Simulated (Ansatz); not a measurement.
Starting cell, BP (zinc blende):

```xyz
4
Lattice="0.0000 4.5364 4.5364 2.2682 2.2682 4.5364 2.2682 2.2682 0.0000" Properties=species:S:1:pos:R:3 pbc="T T T"
P      3.4023     3.4023     3.4023
P      3.4023     5.6705     5.6705
B      0.0000     0.0000     0.0000
B      2.2682     4.5364     2.2682
```

A phonon eigenvector at X = (0.5, 0.5, 0.0) is frozen into this cell: atom i moves by Q times the vector below, so Q is the largest atomic displacement, in Å. The cell is held. (q is in reciprocal vectors of the primitive cell; the cell shown is doubled to hold the pattern.)

```tsv
atom	x	y	z
P1	0.000	0.000	-1.000
P2	0.000	0.000	1.000
```

Atoms not listed stay in place.

These are r2SCAN (plane waves to 500 eV, PAW, scalar-relativistic; Ansatz, a quantum-chemistry and plane-wave program) values and carry that method's errors. k mesh 12×12×12 (Γ-centred), Fermi-Dirac smearing 0.05 eV. Energies are smeared free energies. BP was relaxed with its symmetry unable to fall. The PAW data are Ansatz's earlier set. ΔE is measured from the undisplaced structure.

```csv
Q (Å),ΔE (eV/cell)
-0.180,1.064
-0.120,0.477
-0.060,0.120
0.000,0.000
0.060,0.120
0.120,0.477
0.180,1.064
```

### Question
Which DFPT wavenumber at X = (0.5, 0.5, 0.0) belongs to this mode?
(A) 800 cm⁻¹
(B) 326 cm⁻¹
(C) 541 cm⁻¹
(D) 714 cm⁻¹

### Answer
C, 541 cm⁻¹. The curvature of the scan gives 541 cm⁻¹

(A displaced cell: forces are minus the slopes of the energy, force constants its curvatures, and phonons follow from these.)
